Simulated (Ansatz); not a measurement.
**Relaxation path: hcp Ru (0001), 5 layers**

DFT, PBEsol, PAW with Ansatz's default frozen-core files, scalar-relativistic (Ansatz 0.2.0); a Γ-centred 15×15×1 k mesh, Fermi–Dirac smearing of 0.05 eV, no spin polarisation. The run relaxes the atoms in the fixed cell.

Command: `ansatz run input.yaml --threads 2 --pin off --max-ram 4096MiB --backend cpu --events-out ev --progress --plain --runs-dir out` It took 40 s on 2 threads of Intel(R) Xeon(R) Platinum 8488C (Sapphire Rapids), with other jobs on the host, peak memory 0.51 GiB.

```yaml
crystal:
  lattice:
    - [2.6902492208, 0.0, 0.0]
    - [-1.3451246104, 2.3298241677, 0.0]
    - [0.0, 0.0, 24.4996]
  atoms:
    - { symbol: Ru, position: [0.0, 0.0, 0.3265362937] }
    - { symbol: Ru, position: [0.333333334, 0.666666666, 0.413268147] }
    - { symbol: Ru, position: [0.0, 0.0, 0.4999999997] }
    - { symbol: Ru, position: [0.333333334, 0.666666666, 0.586731853] }
    - { symbol: Ru, position: [0.0, 0.0, 0.6734637063] }
kpoints:
  mp_grid: { grid: [15, 15, 1] }
scf:
  occupations: { method: fermi_dirac, width: 0.05 }
hamiltonian:
  xc: pbesol
  pseudopotentials: { kind: paw }
output:
  forces: true
  stress: true
  eigenvalues: true
relax:
  f_tol: 0.01
  max_steps: 40
efield:
  axis: 3
  amplitude: 0
  dipole_correction: true
```

Each step lists its free energy a cell above the last geometry, and Cartesian positions (Å) with forces (eV/Å).

The first step:

```
step 1  dF = 59.41 meV
  Ru 0.0000 0.0000 8.0000   0.0000 0.0000 0.7318
  Ru 0.0000 1.5532 10.1249   0.0000 0.0000 -0.7684
  Ru 0.0000 0.0000 12.2498   0.0000 0.0000 0.0000
  Ru 0.0000 1.5532 14.3747   0.0000 0.0000 0.7684
  Ru 0.0000 0.0000 16.4996   0.0000 0.0000 -0.7318
```

The PAW files were made under PBE. The cell is 1×1, so reconstructions are forbidden, and in slabs of four or five layers the relaxations can be far larger than at a real surface.

Where does the relaxation end, and by which steps?

After 4 geometries, with a shortest distance of 2.571 Å. The further steps:
```
step 2  dF = 18.10 meV
  Ru 0.0000 0.0000 8.1053   0.0000 0.0000 -0.4678
  Ru 0.0000 1.5532 10.1177   0.0000 0.0000 0.3016
  Ru 0.0000 0.0000 12.2498   0.0000 0.0000 0.0000
  Ru 0.0000 1.5532 14.3819   0.0000 0.0000 -0.3016
  Ru 0.0000 0.0000 16.3943   0.0000 0.0000 0.4678
step 3  dF = 0.15 meV
  Ru 0.0000 0.0000 8.0581   0.0000 0.0000 -0.0111
  Ru 0.0000 1.5532 10.1053   0.0000 0.0000 0.0469
  Ru 0.0000 0.0000 12.2498   0.0000 0.0000 0.0000
  Ru 0.0000 1.5532 14.3943   0.0000 0.0000 -0.0469
  Ru 0.0000 0.0000 16.4415   0.0000 0.0000 0.0111
step 4  dF = 0.00 meV
  Ru 0.0000 0.0000 8.0605   0.0000 0.0000 0.0025
  Ru 0.0000 1.5532 10.1095   0.0000 0.0000 -0.0080
  Ru 0.0000 0.0000 12.2498   0.0000 0.0000 0.0000
  Ru 0.0000 1.5532 14.3901   0.0000 0.0000 0.0081
  Ru 0.0000 0.0000 16.4391   0.0000 0.0000 -0.0025
step 5  dF = 0.00 meV  (same geometry, solved once more)
  Ru 0.0000 0.0000 8.0605   0.0000 0.0000 0.0025
  Ru 0.0000 1.5532 10.1095   0.0000 0.0000 -0.0080
  Ru 0.0000 0.0000 12.2498   0.0000 0.0000 0.0000
  Ru 0.0000 1.5532 14.3901   0.0000 0.0000 0.0080
  Ru 0.0000 0.0000 16.4391   0.0000 0.0000 -0.0025
```
